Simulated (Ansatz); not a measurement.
Mg$_{2}$Si:
```
Mg2Si
1.0
    0.00000     3.18200     3.18200
    3.18200     0.00000     3.18200
    3.18200     3.18200     0.00000
Mg Si
2 1
Direct
  0.25000   0.25000   0.25000
  0.75000   0.75000   0.75000
  0.00000   0.00000   0.00000
```

Relaxed with PBE. Special points in fractions of this cell's reciprocal vectors: Γ (0.000, 0.000, 0.000); X (0.500, 0.000, 0.500); U (0.625, 0.250, 0.625); K (0.375, 0.375, 0.750); L (0.500, 0.500, 0.500); W (0.500, 0.250, 0.750).

List the band energies nearest the valence-band maximum at these points for PBE (plane waves, PAW; program Ansatz).

In eV from the valence-band maximum; about four levels below and three above (degenerate sets whole), none deeper than 8.9 eV; points with the same levels are listed once.

```
k                    below                above
-  -----------------------  -------------------
Γ           0.00 0.00 0.00  1.84 2.57 2.57 2.57
X  -7.11 -4.41 -1.93 -1.93  0.22 0.41 7.89 7.89
U  -7.13 -3.99 -3.41 -1.61       0.70 2.97 5.84
L  -7.66 -4.73 -0.70 -0.70       1.24 2.56 2.56
W  -7.06 -3.58 -3.58 -2.63       2.67 3.55 3.55
```

Space group Fm-3m (fluorite or antifluorite type). The PBE relaxation kept the symmetry of its start.

Potentials: the earlier of the program's two PAW sets.
